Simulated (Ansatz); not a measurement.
Phonons of a relaxed structure of AlN by density-functional perturbation theory (low response-accuracy setting, no LO–TO term) at the zone centre. All values below come from PBE (plane waves to 420 eV, PAW, scalar-relativistic; Ansatz, a first-principles code). Γ-centred k-mesh 10×10×2, Fermi–Dirac smearing 0.05 eV.

```yaml
crystal:
  lattice:
    - [3.11821, 0.00000, 0.00000]
    - [-1.55910, 2.70045, 0.00000]
    - [0.00000, 0.00000, 15.19822]
  atoms:
    - { symbol: Al, position: [0.00000, 0.00000, 0.99964] }
    - { symbol: Al, position: [0.00000, 0.00000, 0.49964] }
    - { symbol: Al, position: [0.66667, 0.33333, 0.83389] }
    - { symbol: Al, position: [0.33333, 0.66667, 0.33389] }
    - { symbol: Al, position: [0.66667, 0.33333, 0.16673] }
    - { symbol: Al, position: [0.33333, 0.66667, 0.66673] }
    - { symbol: N, position: [0.00000, 0.00000, 0.87450] }
    - { symbol: N, position: [0.00000, 0.00000, 0.37450] }
    - { symbol: N, position: [0.66667, 0.33333, 0.70803] }
    - { symbol: N, position: [0.33333, 0.66667, 0.20803] }
    - { symbol: N, position: [0.66667, 0.33333, 0.04091] }
    - { symbol: N, position: [0.33333, 0.66667, 0.54091] }
```

Space group P6₃mc (No. 186), AFLOW prototype AB_hP12_186_a2b_a2b (B6, as in SiC).

```
q                                                                                                                                        wavenumbers (cm⁻¹; i marks imaginary)
-  ---------------------------------------------------------------------------------------------------------------------------------------------------------------------------
Γ  0 (×3), 117 (×2), 120 (×2), 197 (×2), 203 (×2), 229 (×2), 241, 246, 443, 451, 556, 623, 628 (×2), 629 (×2), 632 (×2), 634 (×2), 638 (×2), 639 (×2), 707, 768, 774, 836, 844
```

No instability shows at these points (nothing beyond 15i cm⁻¹, the threshold used here). Other wavevectors were not sampled, so this does not prove stability.

No spin polarisation in the result.

The first start was generated by placing the elements on the sites of a structure type. A measured structure of AlN has the same space group, P6₃mc (No. 186); the sites were not compared with it.
